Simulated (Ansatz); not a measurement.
## Os (Fm-3m), clamped-ion strain scan

All numbers below come from DFT PBEsol, scalar-relativistic, plane waves, PAW in Ansatz. The runs took a 420 eV cutoff, a Γ-centred 20×20×20 mesh and Gaussian smearing (0.15 eV). Spin–orbit coupling is left out, which can shift energies with elements as heavy as these. No spin polarisation. Energies are free energies at this smearing, counted from the undisturbed cell; pressure is positive in compression.

Reference structure (as given, not relaxed at this level; it stands at -20.1 GPa; this fcc form isn't the usual structure):

```
Os
1.0
     0.00000    1.94500    1.94500
     1.94500    0.00000    1.94500
     1.94500    1.94500    0.00000
Os
1
Direct
  0.00000 0.00000 0.00000
```

The cell is strained by ε times the Voigt pattern (1, 0, 0, 0, 0, 0) (xx, yy, zz, yz, xz, xy; engineering shear) with fractional coordinates fixed. The cell is metallic on the mesh throughout. At -20 GPa the given cell is far from its own equilibrium, so these figures belong to a strongly strained crystal.

```
      ε  ΔE (meV/atom) stress summed along the pattern (GPa, tension positive) pressure (GPa)
-0.1000          130.6                                                   -57.22            26.9
-0.0750           27.6                                                   -33.04            12.0
-0.0500          -23.6                                                   -12.10            -0.6
-0.0250          -30.3                                                     5.74           -11.2
 0.0000            0.0                                                    20.08           -20.1
 0.0250           60.0                                                    31.97           -27.5
 0.0500          146.0                                                    42.70           -33.6
 0.0750          254.8                                                    51.83           -38.6
 0.0875          316.6                                                    55.80           -40.7
 0.1000          382.8                                                    59.37           -42.6
```